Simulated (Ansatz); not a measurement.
BaCuTeF:
```yaml
crystal:
  lattice:
    - [4.35926, 0.00000, 0.00000]
    - [0.00000, 4.35926, 0.00000]
    - [0.00000, 0.00000, 9.27470]
  atoms:
    - { symbol: Ba, position: [0.00000, 0.50000, 0.65850] }
    - { symbol: Ba, position: [0.50000, 0.00000, 0.34150] }
    - { symbol: Cu, position: [0.00000, 0.00000, 0.00000] }
    - { symbol: Cu, position: [0.50000, 0.50000, 0.00000] }
    - { symbol: Te, position: [0.50000, 0.00000, 0.83912] }
    - { symbol: Te, position: [0.00000, 0.50000, 0.16088] }
    - { symbol: F, position: [0.50000, 0.50000, 0.50000] }
    - { symbol: F, position: [0.00000, 0.00000, 0.50000] }
```

PBEsol in the plane-wave PAW code Ansatz gives a gap of 0.85 eV without spin–orbit coupling, maximum at Γ, minimum at Γ.

Q: What happens when spin–orbit coupling is switched on?

A: The gap decreases by 0.18 eV, to 0.67 eV; maximum at Γ, minimum at Γ.

Q: Give the electron effective mass with spin–orbit coupling.

A: 0.24, 0.24, 1.4 mₑ (principal values).

Q: Give the hole effective mass with spin–orbit coupling.

A: 0.27, 0.27, 8.3 mₑ (principal values).

Space group P4/nmm. The first step of the workflow began from a Materials Project structure, measured or hypothetical; the Crystallography Open Database copy checked does not list it. Its standing as an ambient phase is unchecked. The cell was relaxed with PBEsol under the symmetry of its start; phonons show weakly imaginary modes. No spin polarisation was allowed. No Hubbard U is applied.

Potentials: the earlier of the program's two PAW sets. The files were generated under PBE; for other functionals the program regenerates the frozen cores, and for LDA and PBEsol the local potential too.
